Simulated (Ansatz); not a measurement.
Density of states of a Al2InN3 cell (a crystal with Al and In atoms exchanged, relaxed), per eV and atom, broadened by Gaussian smearing of width 0.1 eV and averaged over bins of 0.4 eV, from 8 eV under the Fermi level at most up to where the solved bands end.

The calculation used DFT r2SCAN, scalar-relativistic, plane waves, PAW (Ansatz 0.2.0).

Settings: cutoff 500 eV, Γ-centred mesh 5×3×3 on the computed 24-atom cell, Gaussian smearing of 0.02 eV; no spin polarisation.

```yaml
crystal:
  lattice:
    - [-0.00383, 5.62088, -0.00520]
    - [4.87209, 2.81193, -5.22149]
    - [-4.87368, 2.81859, -5.21938]
  atoms:
    - { symbol: Al, position: [0.15265, 0.17519, 0.83343] }
    - { symbol: Al, position: [0.66487, 0.67425, 0.33245] }
    - { symbol: Al, position: [0.15590, 0.82856, 0.18011] }
    - { symbol: In, position: [0.65967, 0.33592, 0.67293] }
    - { symbol: Al, position: [0.57742, 0.08494, 0.42423] }
    - { symbol: Al, position: [0.07619, 0.58479, 0.92126] }
    - { symbol: Al, position: [0.57432, 0.42966, 0.09672] }
    - { symbol: Al, position: [0.09212, 0.91286, 0.57856] }
    - { symbol: Al, position: [0.17164, 0.50667, 0.50216] }
    - { symbol: In, position: [0.67305, 0.00018, 0.00801] }
    - { symbol: In, position: [0.57213, 0.75889, 0.75487] }
    - { symbol: In, position: [0.07711, 0.25836, 0.25213] }
    - { symbol: N, position: [0.82968, 0.50778, 0.13775] }
    - { symbol: N, position: [0.32373, 0.00532, 0.63660] }
    - { symbol: N, position: [0.85115, 0.11583, 0.48594] }
    - { symbol: N, position: [0.32691, 0.63492, 0.00285] }
    - { symbol: N, position: [0.77245, 0.88944, 0.25675] }
    - { symbol: N, position: [0.23356, 0.40329, 0.73772] }
    - { symbol: N, position: [0.77480, 0.24966, 0.91694] }
    - { symbol: N, position: [0.28203, 0.72785, 0.39527] }
    - { symbol: N, position: [0.90188, 0.80172, 0.79872] }
    - { symbol: N, position: [0.38258, 0.31718, 0.32171] }
    - { symbol: N, position: [0.80132, 0.56423, 0.53158] }
    - { symbol: N, position: [0.25583, 0.04458, 0.04692] }
```

```
E − E_F (eV) total N 2p Al 3p In 5p In 5s
       -7.15  0.033  0.019  0.005  0.002  0.003
       -6.75  0.369  0.217  0.046  0.020  0.040
       -6.35  0.631  0.384  0.064  0.028  0.062
       -5.95  0.484  0.300  0.045  0.023  0.039
       -5.55  0.434  0.280  0.038  0.020  0.024
       -5.15  0.278  0.182  0.030  0.015  0.009
       -4.75  0.365  0.249  0.043  0.021  0.014
       -4.35  0.439  0.311  0.053  0.024  0.013
       -3.95  0.458  0.338  0.055  0.022  0.010
       -3.55  0.586  0.452  0.069  0.026  0.009
       -3.15  0.671  0.537  0.068  0.028  0.009
       -2.75  0.762  0.632  0.061  0.034  0.007
       -2.35  0.794  0.677  0.042  0.041  0.005
       -1.95  0.738  0.645  0.023  0.041  0.003
       -1.55  0.447  0.403  0.007  0.020  0.001
       -1.15  0.012  0.011  0.000  0.000  0.000
       -0.75  0.000  0.000  0.000  0.000  0.000
       -0.35  0.000  0.000  0.000  0.000  0.000
        0.05  0.000  0.000  0.000  0.000  0.000
        0.45  0.000  0.000  0.000  0.000  0.000
        0.85  0.000  0.000  0.000  0.000  0.000
        1.25  0.005  0.001  0.000  0.000  0.001
        1.65  0.000  0.000  0.000  0.000  0.000
        2.05  0.028  0.007  0.002  0.002  0.006
        2.45  0.032  0.009  0.002  0.003  0.007
        2.85  0.077  0.023  0.008  0.008  0.016
        3.25  0.183  0.049  0.027  0.023  0.041
        3.65  0.172  0.041  0.027  0.025  0.037
        4.05  0.248  0.050  0.047  0.045  0.045
        4.45  0.308  0.051  0.070  0.071  0.032
        4.85  0.418  0.065  0.104  0.107  0.029
```

The columns after the total are the largest Löwdin projections on the valence shells of the potentials, so they needn't add up, and the weight of a shell that a potential lacks goes to other orbitals. The cell has a gap on the mesh of 2.63 eV.

The gap is read on a mesh, which can miss the band edges, so it can be too wide.

Cost: 2 runs of about 11 core-minutes in all (earlier runs that led there not counted), on Arm Neoverse V1 (shared hosts).